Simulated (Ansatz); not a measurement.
## Zr started on a Si site and Zr started on a Si site, 6.51 Å apart on the ideal sites in rutile SiO2, 72 atoms, charge 0

All numbers come from Ansatz (PAW, plane waves, no spin–orbit coupling) at the single k point (¼, ¼, ¼) without its symmetry partners. The atoms were relaxed with PBEsol in a fixed cell; other functionals are single points on those atoms unless said otherwise. The valence top and gap of the host come from its small cell on a dense mesh, with the band extrema sought between the mesh points, lined up by the mean potential, PBEsol gap 5.35 eV, r²SCAN gap 6.36 eV.

Cell: a = 8.389 Å, b = 8.389 Å, c = 8.036 Å, α = 90.00°, β = 90.00°, γ = 90.00°.

Nearest atoms after relaxation, from the placed atom (for vacancies from the middle of the vacant sites): O at 1.91 Å, O at 1.92 Å, O at 1.99 Å, O at 1.99 Å, O at 2.06 Å, O at 2.08 Å, Si at 2.75 Å, Si at 2.75 Å.

Chemical potentials μ are those of reference phases of the elements at zero temperature by the same functional (the usual solids, diamond for C, grey Sn, and the molecules H2, N2, O2, F2, Cl2, Br2 and S8).

```
functional  E(defect) − E(host) − Σ nμ + q·E_VBM (eV)  monopole (eV)  alignment (eV)  formation energy at E_F = VBM (eV)  moment (μB)                         wall time, shared host
    PBEsol                                       2.49           0.00            0.00                                2.49  0 (no spin)  31 s on 7 threads of Neoverse-V2 (relaxation)
```

(1) Estimate the formation energy and moment that r²SCAN gives on these atoms.

r²SCAN one-electron levels near the gap (the ten most localised at most), from the host's valence top:

```csv
level (eV),spin,filling,atoms sharing it,element of the atom with most weight
0.12,both,2.00,43.3,spread
5.45,both,0.00,5.5,Zr
5.55,both,0.00,5.2,Zr
5.69,both,0.00,5.5,Zr
5.74,both,0.00,5.6,Zr
6.04,both,0.00,4.8,Zr
6.11,both,0.00,4.7,Zr
```

All elements are taken at their own reference at once; growth conditions in equilibrium with the host shift these energies, by up to the host's formation enthalpy.

The runs had no spin; a d shell or close levels can favour a state with a moment.

One k point and a cell of this size can leave errors of several tenths of an eV in such numbers.

Results:

(1) 2.00 eV at E_F = VBM, moment 0 (no spin).
